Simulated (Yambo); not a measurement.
Yambo run on a free-standing TiNCl monolayer (symmetry Pmmn, slab cell 19.4 Å high). The wavefunctions come from this Quantum ESPRESSO step (PBEsol, PseudoDojo standard norm-conserving files, scalar-relativistic):

```
&CONTROL
  calculation = 'nscf'
  pseudo_dir = './pseudo'
  outdir = './out'
/
&SYSTEM
  ibrav = 0
  nat = 6
  ntyp = 3
  ecutwfc = 84.0
  ecutrho = 336.0
  occupations = 'fixed'
  force_symmorphic = .true.
  nbnd = 129
  assume_isolated = '2D'
/
&ELECTRONS
  conv_thr = 6.000000000000001e-09
  diago_full_acc = .true.
  diago_thr_init = 1e-08
/
ATOMIC_SPECIES
N 14.0070 N.upf
Cl 35.4500 Cl.upf
Ti 47.8670 Ti.upf
CELL_PARAMETERS angstrom
  3.234872881000   0.000000000000   0.000000000000
  0.000000000000   3.921288104000   0.000000000000
  0.000000000000   0.000000000000  19.400000000000
ATOMIC_POSITIONS crystal
N   0.000000000000   0.000000000000  -0.019762829200
N   0.500000000000   0.500000000000   0.019762829200
Cl   0.500000000000   0.500000000000  -0.133217788600
Cl   0.000000000000   0.000000000000   0.133217788600
Ti   0.000000000000   0.500000000000  -0.039285257100
Ti   0.500000000000   0.000000000000   0.039285257100
K_POINTS automatic
6 4 1 0 0 0
```

Yambo input:

```
rim_cut
gw0
dyson
el_el_corr
HF_and_locXC
ppa
em1d
rim_w
RandQpts= 1000000
RandGvec= 2 Ry
CUTGeo= "slab z"
EXXRLvcs= 84 Ry
VXCRLvcs= 336 Ry
Chimod= "HARTREE"
% BndsRnXp
 3 | 128 |
%
NGsBlkXp= 6 Ry
% LongDrXp
 1.0 | 1.0 | 0.0 |
%
RandGvecW= 683 mRy
PPAPntXp= 27.2114 eV
% GbndRnge
 1 | 128 |
%
GTermKind= "BG"
DysSolver= "n"
ExtendOut
% QPkrange
 1 | 1 | 24 | 25 |
 3 | 3 | 24 | 25 |
 10 | 10 | 24 | 25 |
 12 | 12 | 24 | 25 |
%
```

k points by index: 1 = Γ, 3 = (0, -0.5), 10 = (-0.5, 0), 12 = (-0.5, -0.5).

Table of the .qp output:

```
#    K-point    Band    Eo [eV]    E [eV]    E-Eo [eV]    Vxc [eV]    Vnlxc [eV]    Sc|Eo [eV]    Sc|E [eV]    dSc/dw|Eo [eV]    Re(Z)    Im(Z)
#
    1    24    0.000000    0.275813    0.275813    -18.44150    -20.29272    2.243038    2.127034    -11.45991    0.703626    -0.004815
    1    25    0.551880    1.746704    1.194824    -19.16119    -12.35115    -5.100348    -5.615218    -11.71816    0.698952    -0.005174
    3    24    -1.648050    -2.314457    -0.666407    -15.39409    -18.96045    2.641232    2.899951    -10.55475    0.720490    -0.004899
    3    25    1.496336    2.692493    1.196158    -19.26967    -11.80927    -5.727402    -6.264245    -12.20395    0.690336    -0.005242
    10    24    -1.306855    -1.248631    0.058225    -16.85530    -19.65813    2.885773    2.861057    -11.64485    0.700275    -0.004900
    10    25    2.017285    3.290805    1.273520    -20.34736    -12.44357    -6.041468    -6.630278    -12.57182    0.683947    -0.005527
    12    24    -2.124564    -2.838469    -0.713905    -14.79214    -18.98499    3.190632    3.478942    -10.97835    0.712492    -0.005271
    12    25    2.030875    3.312866    1.281992    -20.40050    -12.32959    -6.189018    -6.788922    -12.72410    0.681339    -0.005481
```
(The two width columns are left out.) Convergence of these settings isn't established.

Geometry relaxed with PBEsol.

This is a model layer cut from the bulk structure; whether it is stable on its own was not checked.
